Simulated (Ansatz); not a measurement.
Relaxation of a generated trial cell of SiNi in the AFLOW prototype AB_tP4_129_c_c (B11, as in TiCu); 4 atoms in the cell, which starts as P4/nmm, origin choice 1 (No. 129), tP4; a = 2.989 Å, b = 2.989 Å, c = 5.694 Å, α = 90.00°, β = 90.00°, γ = 90.00°. The numbers are results of r2SCAN (plane waves to 500 eV, PAW, scalar-relativistic; Ansatz, an electronic-structure program), not measurements. Γ-centred k-mesh 8×8×4 on the run's cell (coarser than for final values), Fermi–Dirac smearing 0.05 eV. This is the first round of the run. Spin-polarised start, with parallel moments on Ni.

The optimiser's lines from the output (shortened; P is positive under compression):

```
relax step   1: F+E_penalty+E_count = -12968.11248990 eV  Δ(F+E_penalty+E_count) = +0.000e0 eV  max|allowed force component| = 2.885e0 eV/Å  Δτ_max = 0.0000 Å  P = -12.483 GPa  Ω = 50.862 Å³  (23 SCF iters, dr2 threshold 1.00e-7 eV, accepted)
relax step   2: F+E_penalty+E_count = -12969.01615996 eV  Δ(F+E_penalty+E_count) = -9.037e-1 eV  max|allowed force component| = 2.430e0 eV/Å  Δτ_max = 0.0871 Å  P = -10.195 GPa  Ω = 48.296 Å³  (15 SCF iters, dr2 threshold 4.00e-7 eV, accepted)
relax step   3: F+E_penalty+E_count = -12969.86011439 eV  Δ(F+E_penalty+E_count) = -8.440e-1 eV  max|allowed force component| = 1.306e0 eV/Å  Δτ_max = 0.1168 Å  P = -3.381 GPa  Ω = 45.795 Å³  (14 SCF iters, dr2 threshold 4.00e-7 eV, accepted)
relax step   4: F+E_penalty+E_count = -12970.23683926 eV  Δ(F+E_penalty+E_count) = -3.767e-1 eV  max|allowed force component| = 3.523e-1 eV/Å  Δτ_max = 0.0842 Å  P = +1.663 GPa  Ω = 44.761 Å³  (16 SCF iters, dr2 threshold 4.00e-7 eV, accepted)
relax step   5: F+E_penalty+E_count = -12970.31420551 eV  Δ(F+E_penalty+E_count) = -7.737e-2 eV  max|allowed force component| = 3.385e-1 eV/Å  Δτ_max = 0.0475 Å  P = +3.757 GPa  Ω = 44.922 Å³  (14 SCF iters, dr2 threshold 4.00e-7 eV, accepted)
relax step   6: F+E_penalty+E_count = -12970.33279707 eV  Δ(F+E_penalty+E_count) = -1.859e-2 eV  max|allowed force component| = 1.873e-1 eV/Å  Δτ_max = 0.0277 Å  P = -2.186 GPa  Ω = 46.081 Å³  (16 SCF iters, dr2 threshold 4.00e-7 eV, accepted)
relax step   7: F+E_penalty+E_count = -12970.34035280 eV  Δ(F+E_penalty+E_count) = -7.556e-3 eV  max|allowed force component| = 3.873e-2 eV/Å  Δτ_max = 0.0143 Å  P = -0.019 GPa  Ω = 45.465 Å³  (12 SCF iters, dr2 threshold 4.00e-7 eV, accepted)
relax step   8: F+E_penalty+E_count = -12970.34048874 eV  Δ(F+E_penalty+E_count) = -1.359e-4 eV  max|allowed force component| = 4.814e-3 eV/Å  Δτ_max = 0.0035 Å  P = -0.010 GPa  Ω = 45.453 Å³  (9 SCF iters, dr2 threshold 9.38e-8 eV, accepted)
relax step   9: F+E_penalty+E_count = -12970.33954640 eV  Δ(F+E_penalty+E_count) = +9.423e-4 eV  max|allowed force component| = 4.160e-3 eV/Å  Δτ_max = 0.0000 Å  P = -0.025 GPa  Ω = 45.453 Å³  stress off target by 6.95e-2 GPa  SCF on the basis re-selected at this cell (its energy is not comparable with the rows above)  (12 SCF iters)
relax step  10: F+E_penalty+E_count = -12970.33955262 eV  Δ(F+E_penalty+E_count) = -6.227e-6 eV  max|allowed force component| = 9.462e-4 eV/Å  Δτ_max = 0.0003 Å  P = -0.005 GPa  Ω = 45.449 Å³  (8 SCF iters, dr2 threshold 1.21e-8 eV, accepted)
relax step  11: F+E_penalty+E_count = -12970.33955262 eV  Δ(F+E_penalty+E_count) = -4.147e-10 eV  max|allowed force component| = 9.486e-4 eV/Å  Δτ_max = 0.0000 Å  P = -0.005 GPa  Ω = 45.449 Å³  stress off target by 9.16e-3 GPa  SCF on the basis re-selected at this cell (its energy is not comparable with the rows above)  (13 SCF iters)
```

From the first to the last row the energy changes by -0.56 eV/atom and the volume by -10.6 %. The last row is marked as not comparable with the walk above it, whose basis was carried along; it does compare with step 1, since both stand on a basis selected at the nominal cutoff for their own cell.

Later rounds, restarted from the end of this one on a renewed k-mesh, logged 11 more steps and released under 0.01 eV/atom more. The final structure after all rounds: P4/nmm, origin choice 1 (No. 129), tP4; a = 3.1255 Å, b = 3.1255 Å, c = 4.6592 Å, α = 90.00°, β = 90.00°, γ = 90.00°. Between re-selections the logged energies stand on a plane-wave basis carried along with the cell. No spin polarisation in the result: the starting moments vanished. A magnetic state may lie lower.

The run could not lose the symmetry of its start, so the end can be a saddle point.

The relaxed structure here is a generated cell of SiNi: the first start was made by placing the elements on the sites of a structure type, and the end was not matched to a known phase here, so it may be hypothetical. Known forms of SiNi include space group No. 62.
